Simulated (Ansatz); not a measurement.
Consider the following.

SrMgF$_{4}$:
```
SrMgF4
1.0
    1.96503    -7.24227     0.00000
    1.96503     7.24227     0.00000
    0.00000     0.00000     5.60629
Sr Mg F
2 2 8
Direct
  0.34019   0.65981   0.03924
  0.65981   0.34019   0.53924
  0.91601   0.08399   0.59485
  0.08399   0.91601   0.09485
  0.83858   0.16142   0.30814
  0.16142   0.83858   0.80814
  0.03528   0.96472   0.43378
  0.96472   0.03528   0.93378
  0.79786   0.20214   0.78723
  0.20214   0.79786   0.28723
  0.41417   0.58583   0.61975
  0.58583   0.41417   0.11975
```

This is the PBEsol-relaxed structure. Cartesian axes are those of the cell as given.

Question: All from PBEsol in the plane-wave PAW code Ansatz, unless another level is named. Give the static dielectric constant ε0 (ions relaxed, cell fixed).

Answer: 7.57 (xx), 17.4 (yy), 8.18 (zz).

Question: And the Born charges (a third of the trace)?

Answer: Sr +2.45, Mg +1.98, F -1.15 to -1.07 e.

Question: What about the electronic dielectric constant ε∞ (DFPT)?

Answer: 2.24 (xx), 2.16 (yy), 2.21 (zz).

Space group Cmc2_1. The workflow started from a Materials Project entry (that database holds measured and hypothetical structures alike); the Crystallography Open Database files this formula in space group No. 36, but the cells were not matched. Whether it is the stable phase at ambient conditions was not checked. Symmetry was held in the PBEsol relaxation; of distortions, only those at the zone centre were tested. Scalar-relativistic: spin–orbit coupling is off unless named, which matters more the heavier the elements.

Potentials: the earlier of the program's two PAW sets.
